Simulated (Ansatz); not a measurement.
# Sr$_{2}$YReO$_{6}$: reading a single point

```yaml
crystal:
  lattice:
    - [0.00000, 4.07554, 4.07554]
    - [4.07554, 0.00000, 4.07554]
    - [4.07554, 4.07554, 0.00000]
  atoms:
    - { symbol: Re, position: [0.00000, 0.00000, 0.00000] }
    - { symbol: O, position: [0.75000, 0.25000, 0.25000] }
    - { symbol: O, position: [0.25000, 0.75000, 0.25000] }
    - { symbol: O, position: [0.25000, 0.75000, 0.75000] }
    - { symbol: O, position: [0.75000, 0.25000, 0.75000] }
    - { symbol: O, position: [0.25000, 0.25000, 0.75000] }
    - { symbol: O, position: [0.75000, 0.75000, 0.25000] }
    - { symbol: Y, position: [0.50000, 0.50000, 0.50000] }
    - { symbol: Sr, position: [0.25000, 0.25000, 0.25000] }
    - { symbol: Sr, position: [0.75000, 0.75000, 0.75000] }
```

Level: r2SCAN, no spin polarisation; 500 eV; 6×6×6 Γ-centred mesh; methfessel-paxton occupations (width 0.2604 eV); Ansatz 0.2.0, fixed geometry.

Metal or insulator?

It is a metal, with about 5.8 states/eV a cell as the mean within 0.25 eV of the Fermi level, mostly Re d (66 %) and O p (26 %).

What does the stress say?

The pressure is 5.0 GPa (compression positive), so with the atoms held at these fractions the cell would first expand; the forces are large, so a full relaxation may end otherwise.

Which atom feels the largest force, and which way?

The largest is on O2 (and as large on other atoms): 5.17 eV/Å, components (-5.17, 0.00, 0.00). It makes 0° with the line to a nearest neighbour, Re1 at 2.04 Å, pointing towards it.

Which element gives electrons and which takes them?

Bader charges in e: Sr +1.65, Y +2.13, Re +2.38, O -1.30. In the mean Re gives up most and O takes most.

Origin: a database entry at a rescaled volume. Caveats: many states at the Fermi level without spin polarisation, so a magnetic state may lie lower; the Fermi level lies in a narrow band between gaps, which spin or distortion may split; correlation that this level lacks may open a gap in such a compound; forces this large suggest misplaced atoms in the database entry; atoms or cell far from equilibrium; wide smearing.
